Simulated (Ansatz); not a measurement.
# Fe₃Ge (Pm-3m) on spinors, without spin–orbit coupling

The geometry is a structure from the Materials Project, held fixed and not relaxed.

Common settings: PBEsol, 9×9×9 k mesh, Fermi–Dirac smearing of 0.03 eV. PAW means Ansatz 0.2.0 on its default frozen-core files; LAPW is all-electron LAPW in Ansatz 0.2.0. Site moments are integrated in spheres about the atoms, whose radii differ between the methods.

The first input and its command:

```yaml
crystal:
  lattice:
    - [3.66050052, 0.0, 0.0]
    - [0.0, 3.66050052, 0.0]
    - [0.0, 0.0, 3.66050052]
  atoms:
    - { symbol: Fe, position: [0.0, 0.5, 0.5], spin: 2.2, spin_axis: [0.0, 0.0, 1.0] }
    - { symbol: Fe, position: [0.5, 0.5, 0.0], spin: 2.2, spin_axis: [0.0, 0.0, 1.0] }
    - { symbol: Fe, position: [0.5, 0.0, 0.5], spin: 2.2, spin_axis: [0.0, 0.0, 1.0] }
    - { symbol: Ge, position: [0.0, 0.0, 0.0] }
magnetization:
  noncollinear: true
kpoints:
  mp_grid: { grid: [9, 9, 9] }
scf:
  occupations: { method: fermi_dirac, width: 0.03 }
  lower_state_search: "off"
hamiltonian:
  xc: pbesol
  pseudopotentials: { kind: paw }
output:
  eigenvalues: false
```

Command: `ansatz run input.yaml --threads 2 --pin off --max-ram 6144MiB --backend cpu --events-out ev --progress --plain --runs-dir out`

The input for «start Fe1↑ Fe2↑ Fe3↓ on spinors» by LAPW differs from it in these lines, output keys apart:

```diff
-    - { symbol: Fe, position: [0.5, 0.0, 0.5], spin: 2.2, spin_axis: [0.0, 0.0, 1.0] }
+    - { symbol: Fe, position: [0.5, 0.0, 0.5], spin: 2.2, spin_axis: [0.0, 0.0, -1.0] }
-  pseudopotentials: { kind: paw }
+  pseudopotentials: { kind: all_electron, lapw: { basis_error: 0.001 } }
```

The runs use spinors without spin–orbit coupling, and in-plane angles count from x. Energies count from the run that starts parallel.

| state | ΔF PAW (meV/atom) | ΔF LAPW (meV/atom) | largest moment, PAW (μB) | size of M, PAW (μB/cell) | directions kept |
| --- | --- | --- | --- | --- | --- |
| parallel moments on spinors | 0.0 | 0.0 | 2.22 | ? | yes |
| in-plane start at Fe1 0°, Fe2 120°, Fe3 240° | +163.4 | +163.4 | 1.94 | 0.00 | yes |
| start Fe1↑ Fe2↑ Fe3↓ on spinors | +149.6 | +149.2 | 2.07 | 2.15 | yes |

Task: Give the missing entry: row "parallel moments on spinors", column "size of M, PAW (μB/cell)".

Result: 6.48.

For the state «in-plane start at Fe1 0°, Fe2 120°, Fe3 240°», by PAW: Site moments (μB): Fe1 (1.94, 0.00, 0.00); Fe2 (-0.97, 1.68, 0.00); Fe3 (-0.97, -1.68, 0.00); Ge4 (0.00, 0.00, 0.00). Cell moment 0.00 μB.

The PAW files were made with PBE; the program remakes their cores once for the run's functional and then keeps them frozen. The Ansatz runs typed with the search for lower states off end where their start leads. These are results for the start and cell typed. The real compound can order otherwise, in a larger cell, or not at all, since semilocal functionals at zero temperature often overstate magnetism.
